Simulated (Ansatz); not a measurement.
# Data sheet: Sb (DFT)

Sb:
```
CELL_PARAMETERS angstrom
     -3.28930     3.28930     3.28930
      3.28930    -3.28930     3.28930
      3.28930     3.28930    -3.28930
ATOMIC_POSITIONS crystal
  Sb 0.69305 0.00000 0.00000
  Sb 0.00000 0.69305 0.00000
  Sb 0.00000 0.00000 0.69305
  Sb 0.30695 0.30695 0.30695
```

Space group I-43m (No. 217); conventional cell a = b = c = 6.579 Å, α = β = γ = 90.00°.

Method: LDA (plane waves, PAW; program Ansatz). Geometry: relaxed at this level of theory. Other levels are named where they apply.

Cell and energy:

```
Quantity             Result
---------------  ----------
Volume per atom    35.59 Å³
Density          5.68 g/cm³
```

Electronic structure:

```
Property                                                                                                Result
------------------------------------------------  ------------------------------------------------------------
Band gap                                                                                      0.19 eV (direct)
Valence-band maximum                                                                                      at Γ
Conduction-band minimum                                                                                   at Γ
Electron effective mass, band 1 of 3 at the edge      0.38 along [100], 0.38 along [110], 1.2 along [111] (mₑ)
Electron effective mass, band 2 of 3 at the edge   0.38 along [100], 0.084 along [110], 0.040 along [111] (mₑ)
Electron effective mass, band 3 of 3 at the edge  0.022 along [100], 0.028 along [110], 0.040 along [111] (mₑ)
Hole effective mass, band 1 of 2 at the edge        4.8 along [100], 0.089 along [110], 0.045 along [111] (mₑ)
Hole effective mass, band 2 of 2 at the edge      0.023 along [100], 0.030 along [110], 0.045 along [111] (mₑ)
```

Mechanics:

```
Item                                                                          Result
--------------------------------------------  --------------------------------------
Elastic constants (relaxed ions, GPa)             C11 = 17.8, C12 = 11.5, C44 = 11.1
Mechanical stability                          stable (all eigenvalues of C positive)
Hill bulk and shear moduli                                          13.6 and 6.7 GPa
Young's modulus                                                             17.3 GPa
Poisson's ratio                                                                 0.29
Debye temperature from the elastic constants                                   110 K
```

Phonons:

```
Item                                            Value
-----------------------------  ----------------------
Highest zone-centre frequency                5.90 THz
Zone-centre stability          no imaginary mode at Γ
```

The start of the workflow was typed in or built on a structure type; neither database checked (COD, Materials Project) lists it. It is not the phase usual at ambient conditions (space group No. 166). Symmetry was held in the LDA relaxation. A crystal of weakly bound molecules computed without a dispersion correction: the cell and the soft elastic constants depend strongly on that. Scalar-relativistic: spin–orbit coupling is off unless named, which matters more the heavier the elements.

Potentials: the later of the program's two PAW sets.
